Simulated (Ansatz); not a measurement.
Ansatz input file:

```yaml
crystal:
  lattice:
    - [-3.7379712828, 3.7379712828, 2.8975280458]
    - [3.7379712828, -3.7379712828, 2.8975280458]
    - [3.7379712828, 3.7379712828, -2.8975280458]
  atoms:
    - { symbol: Pb, position: [0.1594469624, 0.6594469624, 0.8188939248] }
    - { symbol: Pb, position: [0.6594469624, 0.8405530376, 0.5] }
    - { symbol: Pb, position: [0.8405530376, 0.3405530376, 0.1811060752] }
    - { symbol: Pb, position: [0.3405530376, 0.1594469624, 0.5] }
    - { symbol: Au, position: [0.75, 0.75, 0.0] }
    - { symbol: Au, position: [0.25, 0.25, 0.0] }
basis:
  ecutwfc: 500
kpoints:
  mp_grid: { grid: [8, 8, 8] }
hamiltonian:
  xc: r2scan
scf:
  occupations: { method: gaussian, width: 0.1 }
output:
  forces: true
  stress: true
  eigenvalues: true
relax:
  adjacent_minimum: "off"
  f_tol: 0.01
  max_steps: 30
  cell: { stress_tol: 0.1, fix: [volume] }
```

Run as
```bash
ansatz run input.yaml --threads 1 --pin off --max-ram 2560MiB --backend cpu --events-out ev --progress --plain --runs-dir out
```

Level of theory: Ansatz, DFT r2SCAN, scalar-relativistic, plane waves, PAW.

Abridged output:

```
Pseudopotentials: kind: paw
Pseudopotential: Pb, paw, valence charge 14, recommended cutoff 500 eV (meta_gga)
Pseudopotential: Au, paw, valence charge 19, recommended cutoff 500 eV (meta_gga)
Functional definition: r2SCAN
Crystal: 6 atoms, lattice volume = 161.942 Å³
Basis set: ecut = 500 eV, 4055 PW (Γ), exchange–correlation on 180×180×180 points (64 copies of the dense FFT grid, shifted against one another)
Bands: 57, of which v1, the nominal top of the filled ones, is band 47 counted from 1 (46 counted from 0)
Symmetry: 16 space group operations
Space group: I4/mcm (ITA 140), of the structure as read, at distance tolerance 5.5e-5 Å
k-points: 59 of 512
Initial density: superposition of atomic densities (neutral atoms: chi_scale 0, normalization atom), corrected by the library's trained network
Initial wavefunctions: pseudopotential atomic-orbital guess
Functional: x = r2scan, c = r2scan; τ floored in thin density (d = 2e-4 eV/Å³)
SCF iter   1: F=—  HF=-74010.940158 eV  |F-HF|=—  |Δ(HF+E_count)|=         —  Δρ=9.71e-3  dr2=2.11e-1  dr2_τ=2.00e-2  ethr=1.77e-3  ⟨swp⟩=9.1  Hψ=15004  notcnv=0  defer=24
SCF iter   2: F=—  HF=-74010.917389 eV  |F-HF|=—  |Δ(HF+E_count)|=   2.28e-2  Δρ=3.75e-3  dr2=3.21e-2  dr2_τ=3.95e-3  ethr=2.25e-4  ⟨swp⟩=2.0  Hψ=5152  notcnv=0  defer=59
SCF iter   3: F=—  HF=-74010.914909 eV  |F-HF|=—  |Δ(HF+E_count)|=   2.48e-3  Δρ=1.31e-3  dr2=4.85e-3  dr2_τ=1.22e-4  ethr=3.42e-5  ⟨swp⟩=2.9  Hψ=5634  notcnv=0  defer=59
SCF iter   4: F=—  HF=-74010.915536 eV  |F-HF|=—  |Δ(HF+E_count)|=   6.27e-4  Δρ=4.89e-4  dr2=6.31e-4  dr2_τ=1.35e-5  ethr=5.16e-6  ⟨swp⟩=3.0  Hψ=6101  notcnv=0  defer=59
SCF iter   5: F=—  HF=-74010.915715 eV  |F-HF|=—  |Δ(HF+E_count)|=   1.80e-4  Δρ=1.49e-4  dr2=8.31e-5  dr2_τ=3.00e-6  ethr=6.71e-7  ⟨swp⟩=2.0  Hψ=4377  notcnv=0  defer=59
SCF iter   6: F=—  HF=-74010.915686 eV  |F-HF|=—  |Δ(HF+E_count)|=   2.95e-5  Δρ=5.12e-5  dr2=4.46e-6  dr2_τ=7.64e-8  ethr=8.84e-8  ⟨swp⟩=2.0  Hψ=4382  notcnv=0  defer=60
SCF iter   7: F=—  HF=-74010.915689 eV  |F-HF|=—  |Δ(HF+E_count)|=   2.71e-6  Δρ=2.05e-5  dr2=8.84e-7  dr2_τ=2.99e-8  ethr=4.75e-9  ⟨swp⟩=2.0  Hψ=5562  notcnv=0  defer=60
SCF iter   8: F=-74010.915689 eV  HF=-74010.915689 eV  |F-HF|=6.00e-9  |Δ(HF+E_count)|=   1.92e-7  Δρ=5.65e-6  dr2=6.83e-8  dr2_τ=1.51e-9  ethr=1.06e-10  ⟨swp⟩=10.2  Hψ=17646  notcnv=0
SCF 1 converged in 8 iterations: F = -74010.915689 eV  dr2 = 6.83e-8
relax step   1: F+E_penalty+E_count = -74010.91568884 eV  Δ(F+E_penalty+E_count) = +0.000e0 eV  max|allowed force component| = 3.044e-2 eV/Å  Δτ_max = 0.0000 Å  P = -1.775 GPa  Ω = 161.942 Å³  fix = [volume]  reactions: volume -1.775 GPa (8 SCF iters, dr2 threshold 1.00e-7 eV, accepted)
Initial density: handed on by an earlier stage of this run
Initial wavefunctions: those handed on with the density
SCF iter   1: F=—  HF=-74010.899426 eV  |F-HF|=—  |Δ(HF+E_count)|=         —  Δρ=4.75e-4  dr2=8.03e-4  dr2_τ=1.41e-2  ethr=8.08e-7  ⟨swp⟩=2.3  Hψ=15574  notcnv=0
SCF iter   2: F=—  HF=-74010.916508 eV  |F-HF|=—  |Δ(HF+E_count)|=   1.71e-2  Δρ=2.31e-4  dr2=6.06e-5  dr2_τ=2.50e-6  ethr=8.08e-7  ⟨swp⟩=2.2  Hψ=5703  notcnv=0
SCF iter   3: F=—  HF=-74010.916555 eV  |F-HF|=—  |Δ(HF+E_count)|=   4.64e-5  Δρ=1.70e-4  dr2=3.55e-5  dr2_τ=9.04e-7  ethr=6.45e-8  ⟨swp⟩=2.0  Hψ=4486  notcnv=0
SCF iter   4: F=—  HF=-74010.916524 eV  |F-HF|=—  |Δ(HF+E_count)|=   3.11e-5  Δρ=4.09e-5  dr2=2.57e-6  dr2_τ=1.09e-7  ethr=3.77e-8  ⟨swp⟩=2.2  Hψ=5591  notcnv=0
SCF iter   5: F=—  HF=-74010.916526 eV  |F-HF|=—  |Δ(HF+E_count)|=   2.77e-6  Δρ=1.74e-5  dr2=9.20e-7  dr2_τ=6.31e-9  ethr=2.73e-9  ⟨swp⟩=2.0  Hψ=5669  notcnv=0
SCF iter   6: F=—  HF=-74010.916527 eV  |F-HF|=—  |Δ(HF+E_count)|=   4.45e-8  Δρ=8.55e-6  dr2=2.79e-7  dr2_τ=1.07e-9  ethr=9.79e-10  ⟨swp⟩=2.0  Hψ=4481  notcnv=0
SCF iter   7: F=—  HF=-74010.916526 eV  |F-HF|=—  |Δ(HF+E_count)|=   2.20e-8  Δρ=3.64e-6  dr2=6.57e-8  dr2_τ=2.19e-10  ethr=2.97e-10  ⟨swp⟩=3.0  Hψ=5595  notcnv=0
SCF iter   8: F=-74010.916526 eV  HF=-74010.916526 eV  |F-HF|=8.82e-9  |Δ(HF+E_count)|=   9.43e-9  Δρ=1.55e-6  dr2=1.46e-8  dr2_τ=3.71e-11  ethr=6.16e-11  ⟨swp⟩=5.0  Hψ=10664  notcnv=0
SCF 2 converged in 8 iterations: F = -74010.916526 eV  dr2 = 1.46e-8
relax step   2: F+E_penalty+E_count = -74010.91652647 eV  Δ(F+E_penalty+E_count) = -8.376e-4 eV  max|allowed force component| = 7.231e-3 eV/Å  Δτ_max = 0.0116 Å  P = -1.701 GPa  Ω = 161.942 Å³  energy of the carried Pulay correction = +6.849e-18 eV  fix = [volume]  reactions: volume -1.701 GPa (8 SCF iters, dr2 threshold 5.79e-8 eV, accepted)
Initial wavefunctions: pseudopotential atomic-orbital guess (no wavefunctions were taken with the density)
SCF iter   1: F=—  HF=-74010.916569 eV  |F-HF|=—  |Δ(HF+E_count)|=         —  Δρ=2.37e-6  dr2=1.46e-8  dr2_τ=4.95e-9  ethr=3.02e-8  ⟨swp⟩=3.7  Hψ=24596  notcnv=0
SCF iter   2: F=—  HF=-74010.916525 eV  |F-HF|=—  |Δ(HF+E_count)|=   4.46e-5  Δρ=1.42e-6  dr2=7.44e-9  dr2_τ=3.00e-10  ethr=1.55e-11  ⟨swp⟩=3.0  Hψ=6964  notcnv=0
SCF iter   3: F=—  HF=-74010.916525 eV  |F-HF|=—  |Δ(HF+E_count)|=  1.46e-11  Δρ=4.89e-7  dr2=6.61e-10  dr2_τ=1.03e-10  ethr=7.92e-12  ⟨swp⟩=2.4  Hψ=5610  notcnv=0
SCF iter   4: F=-74010.916525 eV  HF=-74010.916525 eV  |F-HF|=1.46e-11  |Δ(HF+E_count)|=  2.91e-10  Δρ=2.51e-7  dr2=1.25e-10  dr2_τ=2.02e-11  ethr=1.00e-12  ⟨swp⟩=7.9  Hψ=14288  notcnv=0
SCF 3 converged in 4 iterations: F = -74010.916525 eV  dr2 = 1.25e-10
SCF converged after 4 iterations
Free energy (F): -74010.916525 eV
Harris-Foulkes:  -74010.916525 eV  (|F-HF|=1.46e-11)
Internal energy: -74010.904924 eV  (E = F + TS)
E sigma→0 (E₀):  -74010.910724 eV
Entropy (-TS):   -0.011600 eV (-1.933 meV/atom)
Fermi energy:    12.261874 eV
--- Per-component energies (eV) ---
  E_band       = -866.855986
  E_kinetic    = 2362.198858
  E_local      = -9345.614453  (includes V_loc(G=0)·N_el)
  E_nonlocal   = 1550.959195
  E_hartree    = 3898.923301
  E_xc         = -1267.812135
  E_vxc        = -1193.412200  (∫ρ·V_xc dr)
  E_paw        = -61196.664735  (= ΣΔE_a)
  E_vpaw       = -2124.107773  (= ΣTr[D̂ρ^β])
  E_aug_tail   = 0.001641  (compensation charges beyond the density's cutoff)
  E_vtau       = 85.272847  (kinetic-family band-sum trace: ∫τ·v_τ [+ j·A + Jᵃ·Aᵃ] dr)
  E_ewald      = -10016.405959
  E_core_change = 3.509362  (= ΣΔE_core)
  E_smearing   = -0.011600  (= −TS)
--- Forces (eV/Å), atoms counted from 1 ---
  atom   1  Pb    -0.00720834    -0.00720834     0.00000000
  atom   2  Pb     0.00720834    -0.00720834     0.00000000
  atom   3  Pb     0.00720834     0.00720834     0.00000000
  atom   4  Pb    -0.00720834     0.00720834     0.00000000
  atom   5  Au     0.00000000     0.00000000     0.00000000
  atom   6  Au     0.00000000     0.00000000     0.00000000
--- Stress (GPa, compression-positive) ---
       -1.693885       0.000000       0.000000
        0.000000      -1.693885       0.000000
        0.000000       0.000000      -1.716655
  P = ⅓ Tr σ = -1.7015 GPa (-17.015 kbar)
--- Band table (eV; the first three rows and the last of 59) ---
  k-point 0: bands = ["-95.4991", "-95.4949", "-46.4105", "-46.3497", "-46.3497", "-46.3393", "-46.3393", "-46.2900", "-5.4433", "-5.4148", "-5.3965", "-5.3965", "-5.3853", "-5.3853", "-5.3851", "-5.3635", "-5.3451", "-5.3446", "-5.3057", "-5.2768", "-5.2768", "-5.2763", "-5.2593", "-5.2593", "-5.2367", "-5.2367", "-5.2338", "-5.1866", "0.6545", "3.6876", "4.6750", "4.6750", "6.2094", "7.4591", "7.5484", "7.5484", "7.7994", "8.0808", "8.1439", "8.6135", "8.7960", "8.7960", "9.2538", "10.7323", "10.7323", "10.8344", "10.8344", "11.0395", "11.2627", "12.5300", "13.4863", "13.9826", "15.7873", "15.9871", "15.9871", "19.0622", "20.8499"]
  k-point 1: bands = ["-95.4991", "-95.4949", "-46.4105", "-46.3497", "-46.3497", "-46.3393", "-46.3393", "-46.2900", "-5.4383", "-5.4349", "-5.4062", "-5.3937", "-5.3920", "-5.3863", "-5.3700", "-5.3613", "-5.3508", "-5.3278", "-5.3079", "-5.2957", "-5.2734", "-5.2610", "-5.2601", "-5.2494", "-5.2403", "-5.2403", "-5.2312", "-5.1857", "0.7446", "3.6135", "4.5547", "4.7084", "6.1855", "7.2483", "7.4098", "7.7432", "7.8224", "8.0297", "8.1278", "8.4895", "8.7914", "8.8011", "9.3507", "10.3268", "10.4837", "10.9068", "10.9409", "11.6821", "11.7247", "12.9249", "13.5237", "13.6489", "14.9366", "16.6566", "16.8570", "18.8368", "19.9515"]
  k-point 2: bands = ["-95.4991", "-95.4949", "-46.4105", "-46.3497", "-46.3497", "-46.3393", "-46.3393", "-46.2900", "-5.4548", "-5.4347", "-5.4249", "-5.3951", "-5.3883", "-5.3839", "-5.3821", "-5.3532", "-5.3339", "-5.3169", "-5.3112", "-5.3102", "-5.2652", "-5.2626", "-5.2501", "-5.2472", "-5.2466", "-5.2299", "-5.2290", "-5.1830", "1.0111", "3.3017", "4.3385", "4.7950", "6.1508", "7.0343", "7.2732", "7.8497", "7.8575", "7.8838", "8.0451", "8.3472", "8.7793", "8.8048", "9.5298", "10.0611", "10.0860", "10.8934", "11.3131", "12.1168", "12.6822", "13.4247", "13.7876", "14.1886", "14.5165", "17.0642", "17.4032", "18.1696", "19.3551"]
  k-point 58: bands = ["-95.4991", "-95.4949", "-46.4105", "-46.3498", "-46.3498", "-46.3393", "-46.3393", "-46.2900", "-5.4933", "-5.4565", "-5.4483", "-5.3955", "-5.3708", "-5.3708", "-5.3624", "-5.3624", "-5.3361", "-5.3361", "-5.3314", "-5.3194", "-5.2859", "-5.2835", "-5.2477", "-5.2169", "-5.2016", "-5.2016", "-5.1840", "-5.1840", "2.9737", "2.9737", "3.1103", "4.3354", "5.3146", "6.8233", "6.8233", "6.9410", "7.0768", "7.6138", "7.7409", "8.1101", "8.2706", "8.7642", "8.7642", "10.6454", "11.3942", "13.3898", "13.6902", "13.6902", "14.1096", "14.7370", "14.7370", "15.5223", "15.8580", "15.8580", "16.9261", "17.6409", "18.7328"]
--- Relaxed structure (2 steps of the walk, 2 accepted, 1 SCFs on fresh bases) ---
  F+E_penalty+E_count = -74010.91652451 eV   max|allowed force component| = 7.208e-3 eV/Å   (the final SCF, on the basis selected at the relaxed cell)
  cell:  # Å, volume = 161.9420 Å³
    - [-3.74010075, 3.74010075, 2.89422949]
    - [3.74010075, -3.74010075, 2.89422949]
    - [3.74010075, 3.74010075, -2.89422949]
  atoms:
    - { symbol: Pb, position: [0.16054103, 0.66054103, 0.82108207] }
    - { symbol: Pb, position: [0.66054103, 0.83945896, 0.49999999] }
    - { symbol: Pb, position: [0.83945896, 0.33945896, 0.17891792] }
    - { symbol: Pb, position: [0.33945896, 0.16054103, 0.5] }
    - { symbol: Au, position: [0.74999999, 0.74999999, 0.0] }
    - { symbol: Au, position: [0.24999999, 0.24999999, 0.0] }
```

The relaxation met its thresholds.

It took 3.7 min on 1 thread of Arm Neoverse V1, on a shared host, peak memory 1.1 GiB.

Spin–orbit coupling is left out, which can shift energies with elements as heavy as these.